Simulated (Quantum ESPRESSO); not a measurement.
## Band energies of MoTe₂

```
MoTe2
1.0
    3.49634     0.00000     0.00000
   -1.74817     3.02792     0.00000
    0.00000     0.00000    13.68955
Mo Te
2 4
Direct
  0.33333   0.66667   0.25000
  0.66667   0.33333   0.75000
  0.33333   0.66667   0.61722
  0.66667   0.33333   0.38278
  0.66667   0.33333   0.11722
  0.33333   0.66667   0.88278
```

norm-conserving PBE (stringent potentials; Quantum ESPRESSO, 107 Ry, no spin-orbit coupling); path ΓMKΓALHA,LM,KH; energies in eV from the valence-band maximum.

```csv
k (1/Å),point,band 58,band 59,band 60,band 61,band 62,band 63,band 64,band 65
0.00,Γ,-1.05,-1.00,-1.00,-0.17,0.00,2.87,2.87,3.06
0.41,,-1.41,-1.33,-1.11,-0.71,-0.51,1.46,1.89,1.94
1.04,M,-1.90,-1.11,-1.03,-0.66,-0.25,1.27,1.34,1.41
1.64,K,-3.16,-1.87,-1.87,-0.39,-0.08,0.95,1.00,1.00
2.15,,-2.02,-1.21,-1.21,-0.78,-0.59,0.60,1.47,1.49
2.66,,-1.15,-1.14,-1.02,-0.11,-0.03,2.53,2.62,2.66
2.83,Γ,-1.05,-1.00,-1.00,-0.17,0.00,2.87,2.87,3.06
2.83,A,-1.03,-1.03,-1.03,-0.05,-0.05,2.91,2.91,2.91
3.01,,-1.16,-1.08,-1.08,-0.09,-0.09,2.53,2.53,2.80
3.35,,-1.54,-1.16,-1.16,-0.95,-0.95,1.44,1.44,1.95
3.87,L,-2.06,-1.04,-1.04,-0.46,-0.46,1.30,1.30,1.64
4.47,H,-2.71,-2.11,-2.11,-0.27,-0.27,1.01,1.01,1.51
4.92,,-2.30,-1.45,-1.45,-0.65,-0.65,0.97,0.97,1.61
5.37,,-1.49,-1.09,-1.09,-0.27,-0.27,2.07,2.07,2.27
5.67,A,-1.03,-1.03,-1.03,-0.05,-0.05,2.91,2.91,2.91
5.67,L,-2.06,-1.04,-1.04,-0.46,-0.46,1.30,1.30,1.64
5.90,M,-1.90,-1.11,-1.03,-0.66,-0.25,1.27,1.34,1.41
5.90,K,-3.16,-1.87,-1.87,-0.39,-0.08,0.95,1.00,1.00
6.13,H,-2.71,-2.11,-2.11,-0.27,-0.27,1.01,1.01,1.51
```

The PBE gap is indirect, 0.60 eV, from Γ to 43 % of the way from K to Γ; the smallest direct gap is 1.03 eV.

Without spin-orbit coupling, band edges of such heavy elements can be off by tenths of an eV.

Geometry relaxed with PBE+D3(BJ).
